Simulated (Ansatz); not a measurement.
YAu:
```xyz
4
Lattice="1.8696 -5.4891 0.0000 1.8696 5.4891 0.0000 0.0000 0.0000 4.6343" Properties=species:S:1:pos:R:3 pbc="T T T"
Y      1.8696    -3.9699     3.4757
Y      1.8696     3.9699     1.1586
Au     1.8696    -0.9611     3.4757
Au     1.8696     0.9611     1.1586
```

Relaxed with r²SCAN. Special points in fractions of this cell's reciprocal vectors: Γ (0.000, 0.000, 0.000); Y (-0.500, 0.500, 0.000); C0 (-0.279, 0.721, 0.000); Σ0 (0.279, 0.279, 0.000); Z (0.000, 0.000, 0.500); A0 (0.279, 0.279, 0.500); E0 (-0.279, 0.721, 0.500); T (-0.500, 0.500, 0.500); S (0.000, 0.500, 0.000); R (0.000, 0.500, 0.500).

Problem. List the band energies nearest the Fermi level at these points for DFT-r²SCAN in the program Ansatz with PAW potentials.

Solution. In eV from the Fermi level; about four levels below and three above (degenerate sets whole), none deeper than 8.9 eV; points with the same levels are listed once.

| k | below | above |
|---|---|---|
| Γ | -4.65 -4.20 -3.45 -0.45 | 0.97 1.06 1.63 |
| Y | -4.65 -4.46 -4.44 -0.15 | 0.45 0.98 1.39 |
| C0 | -2.56 -2.32 -0.84 -0.38 | 0.53 1.48 2.78 |
| Z | -4.26 -4.26 -0.58 -0.58 | 0.77 0.77 1.36 1.36 |
| A0 | -3.53 -3.53 -0.68 -0.68 | 0.05 0.05 1.31 1.31 |
| T | -3.98 -3.98 -2.45 -2.45 | 1.52 1.52 2.15 2.15 |
| S | -3.09 -1.22 -1.21 -0.79 | 0.22 1.26 2.52 |
| R | -3.55 -3.55 -0.63 -0.63 | 0.21 0.21 1.05 1.05 |

Space group Cmcm. The workflow started from a Materials Project entry (that database holds measured and hypothetical structures alike); the Crystallography Open Database copy checked does not list it. COD files the formula under space group No. 221, so this cell is another polymorph or a model. Whether it is the stable phase at ambient conditions was not checked. Symmetry was held in the r²SCAN relaxation; whether a distortion lowers the energy is not shown. No spin polarisation was allowed. Scalar-relativistic: spin–orbit coupling is off unless named, which matters more the heavier the elements.

Potentials: the later of the program's two PAW sets.
